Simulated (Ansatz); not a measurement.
One crystal and one scan (scan of one atom of the cell) at two levels, PBE (plane waves to 420 eV, PAW, scalar-relativistic; Ansatz, a first-principles code) and r2SCAN (plane waves to 500 eV, PAW, scalar-relativistic; Ansatz), each from its own relaxed cell and on its own mesh. The cell shown is that of PBE.

Relaxed Nb (bcc, W type):

```xyz
2
Lattice="-3.3096 3.3096 3.3096 1.6548 -1.6548 1.6548 1.6548 1.6548 -1.6548" Properties=species:S:1:pos:R:3 pbc="T T T"
Nb     0.0000     0.0000     0.0000
Nb    -1.6548     1.6548     1.6548
```

In each cell atom 2 (Nb, nearest neighbour Nb at 2.866 Å; its periodic images, 2.9 Å or more away, move with it) moves by s·(1.000, 0.000, 0.000) (along Cartesian x), the rest being held.

Energies are smeared free energies. Nb is run without spin polarisation. Nb was relaxed with its symmetry unable to fall. The PAW data are Ansatz's earlier set. (PBE) On this mesh the relaxed cell isn't quite at rest: it carries a pressure of -0.1 GPa (compression positive) at the zero of the scan. (r2SCAN) On this mesh the relaxed cell isn't quite at rest: it carries a pressure of -0.1 GPa (compression positive) at the zero of the scan. With partly filled bands, energies and forces of such displacements shift with the k mesh and the smearing. Percentages come from the unrounded values. Both scans cover s from -0.290 to 0.290 Å.

Results of PBE:

```
Quantity                                                                                                                   Value
----------------------------------------------------------------  --------------------------------------------------------------
Lattice constant a (Å)                                                                                                     3.310
Energy at s = 0.290 Å (meV/cell)                                                                                             178
Force along the line at s = -0.290 Å (eV/Å)                                                                                1.052
Force constant k = d²E/ds² at s = 0 (finite differences) (eV/Å²)                                                            5.03
Symmetry of the curve                                                                              even: the same for both signs
Shape of the curve                                                a single well with its minimum at or next to zero displacement
```

Question: Estimate the r2SCAN values.

Answer: 
| quantity | r2SCAN | PBE − r2SCAN |
|---|---|---|
| Lattice constant a (Å) | 3.303 | +0.007 (+0.2 %) |
| Energy at s = 0.290 Å (meV/cell) | 183 | -5 (-3 %) |
| Force along the line at s = -0.290 Å (eV/Å) | 1.058 | -0.006 (-0.6 %) |
| Force constant k = d²E/ds² at s = 0 (finite differences) (eV/Å²) | 5.23 | -0.20 (-3.8 %) |

PBE gives the higher value for: lattice constant a. PBE gives the lower value for: energy at s = 0.290 Å; force constant k = d²E/ds² at s = 0. They agree on: force along the line at s = -0.290 Å (within 1.5 %). Both give the same symmetry of the curve: even: the same for both signs. Neither level is exact: the differences show how much the result hangs on the functional.

(For displaced atoms, the force is minus the slope of the energy, and its curvature is a force constant, which sets phonon frequencies.)
